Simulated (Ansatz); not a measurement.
A geometry of Nb away from equilibrium: step 2 of the relaxation of a relaxed Nb cell displaced along its unstable phonon at q = (½, ½, ½) of its primitive reciprocal cell (116i cm⁻¹), largest move 0.15 Å. The numbers are results of PBE (plane waves to 420 eV, PAW, scalar-relativistic; Ansatz, a first-principles code), not measurements. Γ-centred k-mesh 13×13×13 on the run's cell (coarser than for final values), Fermi–Dirac smearing 0.05 eV. The plane waves were selected for a different cell earlier on the path.

```yaml
crystal:
  lattice:
    - [-5.12193, 5.20981, 2.81707]
    - [0.00000, 0.00000, 2.81707]
    - [0.00000, 5.20981, 0.00000]
  atoms:
    - { symbol: Nb, position: [0.00000, 0.25568, 0.56627] }
    - { symbol: Nb, position: [0.50000, 0.25568, 0.43373] }
    - { symbol: Nb, position: [0.00000, 0.99432, 0.06627] }
    - { symbol: Nb, position: [0.50000, 0.99432, 0.93373] }
```

Problem. What forces act on the atoms (eV/Å)?

Solution. 
```
atom    Fx     Fy     Fz
----  ----  -----  -----
Nb1   0.00   0.86  -0.03
Nb2   0.00  -0.86  -0.03
Nb3   0.00   0.86   0.03
Nb4   0.00  -0.86   0.03
```

The path ends in Pnma (No. 62). No spin polarisation in the result.

The run could not lose the symmetry of its start: the end is stationary, and may be a saddle point rather than a minimum.

The end of the path is a generated cell of Nb: the first start was made by placing the elements on the sites of a structure type, and the end was not matched to a known phase here, so it may be hypothetical. Known forms of Nb include space group No. 229.
